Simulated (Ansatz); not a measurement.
Starting cell, TaSi2 (CrSi2 type, space group P6_222):

```yaml
crystal:
  lattice:
    - [4.80299, 0.00000, 0.00000]
    - [-2.40149, 4.15951, 0.00000]
    - [0.00000, 0.00000, 6.60342]
  atoms:
    - { symbol: Ta, position: [0.50000, 0.00000, 0.00000] }
    - { symbol: Ta, position: [0.50000, 0.50000, 0.33333] }
    - { symbol: Ta, position: [0.00000, 0.50000, 0.66667] }
    - { symbol: Si, position: [0.15903, 0.31806, 0.00000] }
    - { symbol: Si, position: [0.84097, 0.15903, 0.33333] }
    - { symbol: Si, position: [0.68194, 0.84097, 0.66667] }
    - { symbol: Si, position: [0.84097, 0.68194, 0.00000] }
    - { symbol: Si, position: [0.15903, 0.84097, 0.33333] }
    - { symbol: Si, position: [0.31806, 0.15903, 0.66667] }
```

The atoms are displaced by Q × the pattern below (from a DFPT mode at Γ, largest move 1; Q in Å), at fixed cell. It is one choice among 2 degenerate patterns.

| atom | x | y | z |
|---|---|---|---|
| Ta1 | 0.000 | 0.138 | 0.000 |
| Ta2 | -0.122 | -0.074 | 0.000 |
| Ta3 | 0.122 | -0.074 | 0.000 |
| Si4 | 0.000 | -0.848 | 0.000 |
| Si5 | 0.744 | 0.441 | -0.502 |
| Si6 | -0.744 | 0.441 | -0.502 |
| Si7 | 0.000 | -0.848 | 0.000 |
| Si8 | 0.744 | 0.441 | 0.502 |
| Si9 | -0.744 | 0.441 | 0.502 |

Calculation: PBE (plane waves to 420 eV, PAW, scalar-relativistic; Ansatz, an electronic-structure program). k mesh 11×11×7 (Γ-centred), Fermi-Dirac smearing 0.05 eV. Energies are smeared free energies. With partly filled bands, energies and forces of such displacements shift with the k mesh and the smearing. Spin-orbit coupling is left out, though Ta is heavy. TaSi2 is run without spin polarisation. TaSi2 was relaxed with its symmetry unable to fall. ΔE is measured from the undisplaced structure. The last digit holds for this mesh only.

```json
[
 {"Q (Å)": "-0.180", "ΔE (meV/cell)": "654.4"},
 {"Q (Å)": "-0.150", "ΔE (meV/cell)": "452.7"},
 {"Q (Å)": "-0.120", "ΔE (meV/cell)": "withheld"},
 {"Q (Å)": "-0.090", "ΔE (meV/cell)": "162.1"},
 {"Q (Å)": "-0.060", "ΔE (meV/cell)": "71.9"},
 {"Q (Å)": "-0.030", "ΔE (meV/cell)": "18.0"},
 {"Q (Å)": "0.000", "ΔE (meV/cell)": "0.0"},
 {"Q (Å)": "0.030", "ΔE (meV/cell)": "18.0"},
 {"Q (Å)": "0.060", "ΔE (meV/cell)": "71.9"},
 {"Q (Å)": "0.090", "ΔE (meV/cell)": "162.1"},
 {"Q (Å)": "0.120", "ΔE (meV/cell)": "withheld"},
 {"Q (Å)": "0.150", "ΔE (meV/cell)": "452.7"},
 {"Q (Å)": "0.180", "ΔE (meV/cell)": "654.4"}
]
```

**Question.** Fit an even polynomial form (powers 2, 4) to the given rows and predict ΔE at Q = -0.120.

**Answer.** Least squares on the 11 given rows: ΔE = (19950)·Q² + (7719)·Q⁴, in meV/cell with Q in Å; root-mean-square residual 0.05 meV/cell. At -0.120 the fit gives 288.9 meV/cell; the calculation gives 288.8 meV/cell, so the interpolation is off by 0.1 (+0.0 %). The quadratic term alone would give 287.3 meV/cell.

(For displaced atoms, the force is minus the slope of the energy, and its curvature is a force constant, which sets phonon frequencies.)
